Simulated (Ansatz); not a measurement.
Computed with DFT PBE, scalar-relativistic, plane waves, PAW, and for the lanthanide a 4f-in-core norm-conserving potential (Ansatz 0.2.0). All cells share a 690 eV cutoff and Γ-centred k meshes spaced about 0.3 Å⁻¹ or finer (0.25 for metals, 2π included). No spin polarisation in the final relaxations.

Temperature and zero-point effects are left out. All come from trial cells, and lower structures may exist.

Problem. Order these relaxed structures of TmI₄ by energy, lowest first, with the energy over the lowest of them.
A. Space group P-43m (No. 215), cubic, a = 6.475 Å. Tm is surrounded by 4 I at 2.84 Å; around I lies 1 Tm at 2.84 Å.
B. Space group Ccce (No. 68), orthorhombic, a = 7.427 Å, b = 17.036 Å, c = 7.012 Å. Around Tm lie 4 I at 3.01 Å and 4 I at 3.39 Å; I is surrounded by 1 Tm at 3.01 Å and 1 Tm at 3.39 Å.
C. Space group Fm-3m (No. 225), cubic, a = 14.672 Å. Around Tm lie 4 I at 2.84 Å; I has 1 Tm at 2.84 Å.
D. Space group Cmmm (No. 65), orthorhombic, a = 10.699 Å, b = 11.276 Å, c = 4.025 Å. Tm is surrounded by 6 I at 2.98–2.99 Å; I on a site of symmetry m2m is surrounded by 2 Tm at 2.98 Å; I on a site of symmetry 2mm has 1 Tm at 2.99 Å.

Solution. D (0 meV/atom), B (34 meV/atom), C (137 meV/atom), A (156 meV/atom). Forms: D Cmmm; B Ccce; C Fm-3m; A P-43m. Counting I atoms around Tm (those within 1.25 times the shortest such distance or 1.15 times the sum of covalent radii, 1.27 where that leaves under three; a plus sign parts nearer from farther groups): D has Tm 6; B has Tm 4+4; C has Tm 4; A has Tm 4.

Weakly bound directions are ill-defined at this level, which has no dispersion term (Cmmm, Ccce, Fm-3m, P-43m), and this can change margins and order among such cells. Spin–orbit coupling, which can matter for I, is left out. In Cmmm, P-43m an odd number of valence electrons (the lanthanide is held trivalent, its 4f shell in the core) allows no gap without spin; another valence of the lanthanide, a larger cell or a magnetic state could open one. The Cmmm cell has imaginary phonons, to 38i cm⁻¹ on its k mesh, which in a cell without a gap can be an artefact. Without a clear test, and held by symmetry: Ccce, Fm-3m and P-43m. Some candidate types were left out of the draw beforehand, so a known form may be missing.

The lanthanide is trivalent by construction, without f bands, f moments or other valences.
